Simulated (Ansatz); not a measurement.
Here is the system:

ReC:
Space group P-6m2 (No. 187); a = b = 2.842 Å, c = 2.781 Å, α = β = 90.00°, γ = 120.00°

| atom | site | symmetry | x | y | z |
|---|---|---|---|---|---|
| Re | 1a | -6m2 | 0.0000 | 0.0000 | 0.0000 |
| C | 1d | -6m2 | 0.3333 | 0.6667 | 0.5000 |

This is the LDA-relaxed structure.

Question: All from LDA (plane waves, PAW; program Ansatz), unless another level is named. Estimate the electronic character.

Answer: metallic (no gap).

Question: Predict the density of states at the Fermi level.

Answer: 0.39 states/eV per atom (mean over ±0.08 eV).

Question: Give the formation energy from the elements (no fitted shifts).

Answer: 0.12 eV/atom.

The first step of the workflow began from a Materials Project structure, measured or hypothetical; the Crystallography Open Database copy checked does not list it. Its standing as an ambient phase is unchecked. The cell was relaxed with LDA under the symmetry of its start; of distortions, only those at the zone centre were tested. No spin polarisation was allowed. The references are the lowest solids computed at this level, not always the standard phases. Scalar-relativistic: spin–orbit coupling is off unless named, which matters more the heavier the elements.

Potentials: the later of the program's two PAW sets.
